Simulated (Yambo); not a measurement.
A G0W0@PBEsol run in Yambo for LiBr (rock salt, space group Fm-3m, No. 225) under isotropic strain of -3 % on all lattice vectors (4×4×4 Γ-centred k mesh, bands 2 to 147 and a 14 Ry block in the screening, 147 bands in G with the Bruneval-Gonze terminator, plasmon pole fitted at 27.2 eV) gives these matrix elements, in eV, at the band edges (Γ → Γ):

| state | E0 | <Vxc> | <Σx> | <Σc(E0)> | Z |
|---|---|---|---|---|---|
| valence edge | 0.000 | -13.270 | -16.855 | 1.564 | 0.815 |
| conduction edge | 5.450 | -9.461 | -4.811 | -3.750 | 0.841 |

**Question.** Solve the linearised quasiparticle equation for both states, give the gap, and say how exchange and correlation each act on it.

**Answer.** E = E0 + Z(Σx + Σc − Vxc). Valence: 0.000 + 0.815 × (-16.855 + (1.564) − (-13.270)) = -1.65 eV. Conduction: 5.450 + 0.841 × (-4.811 + (-3.750) − (-9.461)) = 6.21 eV. The gap is 7.85 eV, against 5.45 eV in PBEsol. Replacing Vxc by bare exchange alone would open it by 8.23 eV; correlation takes back 5.31 eV of that, and Z scales what is left. Convergence of the G0W0 settings was not tested. Spin-orbit splittings are left out.

Geometry strained from the cell relaxed with PBEsol, atoms relaxed again; primitive cell a = b = c = 3.710 Å, α = β = γ = 60.00°.
